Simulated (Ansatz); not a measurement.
**Vibrational response of Al6Ni5Pt**

Method: DFT PBE, scalar-relativistic, plane waves, PAW in Ansatz 0.2.0. Settings: 420 eV plane-wave cutoff, Γ-centred 12×12×4 mesh, Fermi-Dirac smearing of 0.15 eV. No spin polarisation. Phonons by linear response, acoustic sum rule imposed.

Equilibrium structure at this level:
```yaml
crystal:
  lattice:
    - [2.91520, 0.00000, 0.00000]
    - [0.00000, 2.91520, 0.00000]
    - [0.00000, 0.00000, 17.74445]
  atoms:
    - { symbol: Al, position: [0.00000, 0.00000, 0.59589] }
    - { symbol: Al, position: [0.00000, 0.00000, 0.75751] }
    - { symbol: Al, position: [0.00000, 0.00000, 0.91929] }
    - { symbol: Al, position: [0.00000, 0.00000, 0.08071] }
    - { symbol: Al, position: [0.00000, 0.00000, 0.24249] }
    - { symbol: Al, position: [0.00000, 0.00000, 0.40411] }
    - { symbol: Ni, position: [0.50000, 0.50000, 0.67658] }
    - { symbol: Ni, position: [0.50000, 0.50000, 0.83867] }
    - { symbol: Ni, position: [0.50000, 0.50000, 0.00000] }
    - { symbol: Ni, position: [0.50000, 0.50000, 0.16133] }
    - { symbol: Ni, position: [0.50000, 0.50000, 0.32342] }
    - { symbol: Pt, position: [0.50000, 0.50000, 0.50000] }
```

The structure comes from a generated guess, relaxed at this level; another structure or a mixture of phases may lie lower. In a metal, frequencies depend on the k mesh and the smearing, soft modes most. Spin–orbit coupling is left out, which matters for heavy elements.

Optical modes at Γ:
| frequency (THz) | degeneracy |
| --- | --- |
| 1.75 | 2 |
| 2.30 | 2 |
| 2.40 | 1 |
| 3.01 | 1 |
| 3.22 | 2 |
| 4.07 | 2 |
| 4.13 | 1 |
| 4.65 | 2 |
| 4.99 | 1 |
| 5.83 | 1 |
| 7.27 | 2 |
| 7.44 | 2 |
| 7.88 | 2 |
| 8.10 | 2 |
| 8.19 | 1 |
| 8.33 | 2 |
| 8.52 | 2 |
| 8.91 | 1 |
| 8.92 | 1 |
| 10.03 | 1 |
| 10.12 | 1 |
| 10.72 | 1 |

All 33 optical modes at Γ are real: no displacement of atoms at fixed cell lowers the energy to second order. Strains and modes at other wave vectors aren't tested by this run.
